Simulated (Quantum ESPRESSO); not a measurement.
# Moving one atom in AlSi3C3N

The results below are calculated, not measured. They come from pw.x of Quantum ESPRESSO 7.5, a plane-wave density functional program, with PseudoDojo standard norm-conserving files (v0.5 for PBE, v0.4.1 for LDA and PBEsol). The cells are made up: elements, strain and atom displacements were drawn at random, and nothing was relaxed. There is no spin polarisation, spin-orbit coupling or dispersion term.

The cell has 8 sites of a wurtzite lattice (rectangular cell). Sites 1 to 4 hold Al Si Si Si; sites 5 to 8 hold C C C N. Cell vectors in Å: (3.126, -0.023, 0.033); (-0.040, 5.439, -0.020); (0.053, -0.019, 5.060). Settings: PBE, cutoff 1143 eV, 6 x 4 x 4 k mesh shifted by half a step, Fermi-Dirac smearing of 0.025 eV.

Each run shifts the C atom on site 6 along z and leaves all else fixed. Site 2 is one of its nearest neighbours. E is the free energy of the cell above the lowest run shown. The last column is band 17 less band 16 at Gamma, from a band step after each run.

```
run  shift (Å)  Fz on site 6 (eV/Å)  Fz on site 2 (eV/Å)  P (GPa)  E (meV)  level step at Gamma (eV)
  1    -0.1340                4.372                0.091    -1.48    374.0                     1.241
  2    -0.0537                2.215                1.058    -2.11    112.9                     1.219
  3     0.0094                0.835                1.495    -2.22     18.0                     1.206
  4     0.0492                0.081                1.659    -2.15      0.0                     1.200
  6     0.1027               -0.812                1.769    -1.91     20.1                     1.192
  7     0.1513               -1.516                1.780    -1.57     77.1                     1.187
  5     0.0762                    ?                    ?        ?        ?                         ?
```

A rerun of one of these cells at 1437 eV and k mesh 8 x 6 x 6 moved values by no more than 0.003 eV in the cell's energy, 0.08 GPa in stress and 0.005 eV/Å in force.

## Worked fit

A parabola through the six runs shown gives Fz on site 6 = 1.032 - 21.03 u + 28.4 u² eV/Å, with u in Å and a scatter of 0.024 eV/Å. Minus the slope, 21.03 ± 0.48 eV/Å², is this atom's force constant along z at u = 0, with its periodic images moving too. The fitted force vanishes at u = 0.053 Å, where the energy should be lowest along this line. The error is the larger of the fit's own and the change that a cubic makes, rounded up.

## Withheld run

Question: what Fz on site 6 should run 5 give?

The fit gives -0.406 eV/Å. The calculation gave -0.386 eV/Å.

```
run  shift (Å)  Fz on site 6 (eV/Å)  Fz on site 2 (eV/Å)  P (GPa)  E (meV)  level step at Gamma (eV)
  5     0.0762               -0.386                1.729    -2.05      4.2                     1.196
```